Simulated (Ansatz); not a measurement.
BAs:
```xyz
4
Lattice="3.3655 0.0000 0.0000 -1.6828 2.9146 0.0000 0.0000 0.0000 5.5753" Properties=species:S:1:pos:R:3 pbc="T T T"
B      0.0000     1.9431     2.0884
B      1.6828     0.9715     4.8760
As     0.0000     1.9431     0.0024
As     1.6828     0.9715     2.7900
```

Plane-wave PAW r²SCAN (Ansatz code) gives a gap of 1.33 eV without spin–orbit coupling, maximum at Γ, minimum at M.

What happens when spin–orbit coupling is switched on?

The gap falls by 0.07 eV, to 1.26 eV; maximum at Γ, minimum at M.

Give the electron effective mass with spin–orbit coupling.

0.12, 1.2, 1.4 mₑ (principal values).

Give the hole effective mass with spin–orbit coupling.

0.23, 0.23, 0.50 mₑ (principal values).

Space group P6_3mc (wurtzite). The workflow started from a Materials Project entry (that database holds measured and hypothetical structures alike); the Crystallography Open Database copy checked does not list it. It is not the phase usual at ambient conditions (space group No. 216). The r²SCAN relaxation kept the symmetry of its start; whether a distortion lowers the energy is not shown.

Potentials: the later of the program's two PAW sets.
